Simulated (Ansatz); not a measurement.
LiBr (rock salt, space group No. 225), DFT-PBEsol in the program Ansatz with PAW potentials: ε∞ = 3.56, cell volume 39.61 Å³. Infrared-active transverse modes:

```csv
ω_TO (cm⁻¹),oscillator strength S_xx (e²/amu)
179.2,0.2338
```

Q: Compute the static dielectric constant.

A: Each mode adds (4.921e7/V) S/ω²: 9.04. So ε0 = 12.6.

Q: What LO frequency does the Lyddane–Sachs–Teller relation give?

A: ω_LO = ω_TO √(ε0/ε∞) = 337 cm⁻¹.

Space group Fm-3m (rock salt). The PBEsol relaxation kept the symmetry of its start; of distortions, only those at the zone centre were tested. Spin–orbit coupling is left out wherever it is not named.

Potentials: the later of the program's two PAW sets.
